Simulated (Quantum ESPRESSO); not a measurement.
**SiO₂ (changed cell): field gradients at the nuclei**

```xyz
9
Lattice="4.8674 0.0000 0.0000 -2.4337 4.2153 0.0000 0.0000 0.0000 5.5403" Properties=species:S:1:pos:R:3 pbc="T T T"
Si    -1.1402     1.9749     1.8468
Si     1.2935     2.2403     0.0000
Si     2.2805     0.0000     3.6935
O     -1.0941     3.0734     3.0402
O      0.3191     1.7311     1.1934
O      0.7750     3.6261     4.8869
O      3.2087     0.5892     2.5001
O      1.3396     1.1419     4.3468
O      2.7528     2.4842     0.6533
```
The cell was made here from a computed Materials Project entry: strained by +2 % along the unique axis and by -1 % across it, atoms relaxed (PBE without dispersion, pw.x of a modified build of Quantum ESPRESSO, symmetry kept). The parent is SiO2 in P3₂21. Stability against distortions was not tested.

Computed: field gradients by a PBE PAW density (pw.x of Quantum ESPRESSO, JTH datasets) with the all-electron reconstruction of Petrilli and co-workers, 22.5 Ha, k-mesh 5×5×4 through Γ.

| site | site symmetry | Vzz (10²¹ V/m²) | η_Q | ∣C_Q∣ (MHz) |
|---|---|---|---|---|
| Si (atoms 1, 2, 3) | 2 | 0.89 | 0.68 | – |
| O (atoms 4, 5, 6, 7, 8, 9) | 1 | 9.10 | 0.23 | 5.63 (¹⁷O) |

Quadrupole moments taken as inputs (sizes, barn, from the tables of PySCF and pymatgen): ¹⁷O 0.0256.

Principal values are ordered |Vxx| ≤ |Vyy| ≤ |Vzz|, η = (Vxx − Vyy)/Vzz, and C_Q = eQVzz/h is given by its size. Cores are frozen. Against all-electron runs on small test molecules, this scheme's |Vzz| missed by −6 % on Si, −2 to +6 % on O. Static lattice: thermal averaging is not included.
